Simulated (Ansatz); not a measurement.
HfCd: opening a crack plane

HfCd, P4/nmm, a = 3.053 Å, c = 8.846 Å. The structure is a Materials Project entry; whether it is the stable form wasn't checked. Ansatz: PBEsol, PAW, 420 eV, Γ-centred 15×15×3 mesh on 8 atoms, Gaussian smearing 0.15 eV; no spin polarisation. One cut on (001) per cell of 8 atoms is opened rigidly by x, between planes of Hf and Cd that stand 2.28 Å apart; y is the energy per area (9.321 Å², 1 eV/Å² = 16.02 J/m²).

```tsv
x (Å)	y (J/m²)
0.00	0.000
0.50	?
1.00	1.147
2.00	2.341
3.00	2.897
6.00	3.149
```

Q: Fit the universal binding curve y = W[1 − (1 + x/l) e^(−x/l)] to the other rows, give the peak stress, and predict the missing value.

A: Least squares gives W = 3.19 J/m² and l = 0.773 Å. The stress dy/dx peaks at x = l with W/(e l) = 15.2 GPa, for rigid faces. At x = 0.50: x/l = 0.647, y = 0.439 J/m². The run gave 0.406 J/m², so the fit is 0.033 J/m² too high, within twice the rms miss on the fitted rows (0.028 J/m²).

Spin–orbit coupling is left out, which can shift energies with elements as heavy as these.

Cost: 6 runs of about 17 core-minutes in all, on Arm Neoverse V2 (shared hosts).